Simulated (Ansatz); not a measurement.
# ScCrC4N4, before and after

Recipe of this trial structure of ScCrC4N4: two interpenetrating cyanide-bridged diamond nets (P-43m, No. 215). Its size is a rough estimate.

start.xyz

```xyz
10
Lattice="6.0368 0.0000 0.0000 0.0000 6.0368 0.0000 0.0000 0.0000 6.0368" Properties=species:S:1:pos:R:3 pbc="T T T"
Sc    3.0184    3.0184    3.0184
Cr    0.0000    0.0000    0.0000
C     1.1189    1.1189    1.1189
C     1.1189    4.9179    4.9179
C     4.9179    1.1189    4.9179
C     4.9179    4.9179    1.1189
N     1.7944    1.7944    1.7944
N     1.7944    4.2424    4.2424
N     4.2424    1.7944    4.2424
N     4.2424    4.2424    1.7944
```

The calculation used Ansatz, DFT PBE, scalar-relativistic, plane waves, PAW. Cutoff 420 eV, Gaussian smearing, Γ-centred meshes. Cell and atoms relax first on a coarse mesh and then on a converged one. In between, the cell is made exact in the group found at 0.06 Å. The steps can't lower the symmetry of their start. Collinear spin, starting moments Cr 3.0 μB.

end.xyz

```xyz
10
Lattice="6.1239 0.0000 0.0000 0.0000 6.1239 0.0000 0.0000 0.0000 6.1239" Properties=species:S:1:pos:R:3 pbc="T T T"
Sc    3.0620    3.0620    3.0620
Cr    0.0000    0.0000    0.0000
C     1.1761    1.1761    1.1761
C     1.1761    4.9478    4.9478
C     4.9478    1.1761    4.9478
C     4.9478    4.9478    1.1761
N     1.8589    1.8589    1.8589
N     1.8589    4.2650    4.2650
N     4.2650    1.8589    4.2650
N     4.2650    4.2650    1.8589
```

The symmetry stays P-43m (No. 215). The volume per atom grows by 4.4 %, from 22.0 to 23.0 Å³. The shortest distance goes from 1.17 Å (C–N) to 1.18 Å (C–N).

| Property | Result |
| --- | --- |
| Volume per atom | 22.97 Å³ |
| Density | 1.45 g/cm³ |
| Energy over the elements | +0.056 eV/atom |
| Gap on the 6×6×6 mesh of the 10-atom cell | 0.67 eV |
| Net moment per atom | 0.50 μB |
| Moment by site | Sc 0.1; Cr 2.8 μB |

Formation energies are uncorrected and refer to the elements' standard structures at the same level (N₂ as a molecule). A positive value: parting into the elements would lower its energy.

The last run used collinear spin and Gaussian smearing of 0.02 eV. Kohn–Sham gaps at this level usually fall short of measured ones. The reference form of C is held partly by dispersion forces, which this level lacks. The magnetic state reached may not be the lowest. Symmetry constrained the relaxation, so the result can be a saddle point. In all, the 3 runs took 2.5 min on 1 thread of Intel(R) Xeon(R) 6975P-C (Granite Rapids), with other jobs on the host. Site moments count only spheres around the atoms; the net moment includes the space between them.
